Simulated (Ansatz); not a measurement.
Zn (hcp, Mg type)

```yaml
crystal:
  lattice:
    - [2.64679, 0.00000, 0.00000]
    - [-1.32339, 2.29218, 0.00000]
    - [0.00000, 0.00000, 4.67938]
  atoms:
    - { symbol: Zn, position: [0.33333, 0.66667, 0.75000] }
    - { symbol: Zn, position: [0.66667, 0.33333, 0.25000] }
```

The slice is a (1 -1 0 0) plane (indices of the conventional cell) through the point (0.333, 0.667, 0.750) (fractional), spanned by u = [110] and v = [001] in vectors of this cell: u (2.65 Å) and v (4.68 Å, at 90° to u). It covers one period; positions are fractions (u, v).

All values below come from r2SCAN (plane waves to 500 eV, PAW, scalar-relativistic; Ansatz, a quantum-chemistry and plane-wave program). k mesh 20×20×10. These are valence fields of a PAW run, semicore shells included where kept as valence: close to a nucleus they are smooth pseudo fields. Zn was relaxed with its symmetry unable to fall.

Three fields on this plane, each scaled to ten steps between its own extremes (0 low, 9 high; the total valence density on a logarithmic scale, the potential cut 8 eV below its top; x marks points blanked near nuclei; v = 0 in the bottom row):

Map A
```
|xxxxxxx13531xxxxxx|
|xxxxxxx13531xxxxxx|
|xxxxxxx14541xxxxxx|
|xxxxxx0245420xxxxx|
|xxxxx012444210xxxx|
|xxxx00134443100xxx|
|000001233333210000|
|001122222222222110|
|333333221112233333|
|555543110001134555|
|776532100000123567|
|88753100xxx0013578|
|987421xxxxxxx12478|
|997421xxxxxxx12479|
|99731xxxxxxxxx1379|
|99631xxxxxxxxx1369|
|99731xxxxxxxxx1379|
|997421xxxxxxx12479|
|987421xxxxxxx12478|
|88753100xxx0013578|
|776532100000123567|
|555543110001134555|
|333333221112233333|
|001122222222222110|
|000001233333210000|
|xxxx00134443100xxx|
|xxxxx012444210xxxx|
|xxxxxx0245420xxxxx|
|xxxxxxx14541xxxxxx|
|xxxxxxx13531xxxxxx|
|xxxxxxx13531xxxxxx|
|xxxxxxx13531xxxxxx|
```

Map B
```
|xxxxxxx15651xxxxxx|
|xxxxxxx35653xxxxxx|
|xxxxxxx56765xxxxxx|
|xxxxxx3678763xxxxx|
|xxxxx257898752xxxx|
|xxxx25789998752xxx|
|113467899999876431|
|666678889998887666|
|888888887778888888|
|999887766666778899|
|999876543334567899|
|99986530xxx0356899|
|998753xxxxxxx35789|
|998640xxxxxxx04689|
|98763xxxxxxxxx3678|
|88763xxxxxxxxx3678|
|98763xxxxxxxxx3678|
|998640xxxxxxx04689|
|998753xxxxxxx35789|
|99986530xxx0356899|
|999876543334567899|
|999887766666778899|
|888888887778888888|
|666678889998887666|
|113467899999876431|
|xxxx25789998752xxx|
|xxxxx257898752xxxx|
|xxxxxx3678763xxxxx|
|xxxxxxx56765xxxxxx|
|xxxxxxx35653xxxxxx|
|xxxxxxx15651xxxxxx|
|xxxxxxx15651xxxxxx|
```

Map C
```
|xxxxxxx96569xxxxxx|
|xxxxxxx85458xxxxxx|
|xxxxxxx64346xxxxxx|
|xxxxxx7432347xxxxx|
|xxxxx742111247xxxx|
|xxxx74210001247xxx|
|886542100000124568|
|443321100000112334|
|222111111111111122|
|111122233333222111|
|122234456665443222|
|22234579xxx9754322|
|333468xxxxxxx86433|
|444579xxxxxxx97544|
|44568xxxxxxxxx8654|
|44568xxxxxxxxx8654|
|44568xxxxxxxxx8654|
|444579xxxxxxx97544|
|333468xxxxxxx86433|
|22234579xxx9754322|
|122234456665443222|
|111122233333222111|
|222111111111111122|
|443321100000112334|
|886542100000124568|
|xxxx74210001247xxx|
|xxxxx742111247xxxx|
|xxxxxx7432347xxxxx|
|xxxxxxx64346xxxxxx|
|xxxxxxx85458xxxxxx|
|xxxxxxx96569xxxxxx|
|xxxxxxx96569xxxxxx|
```

### Question
Assign the maps to these fields: electron localisation function (ELF); valence electron density; electrostatic potential energy of an electron, from the cell's mean.

### Answer
A is the electron localisation function (ELF); B is the electrostatic potential energy of an electron, from the cell's mean; C is the valence electron density.
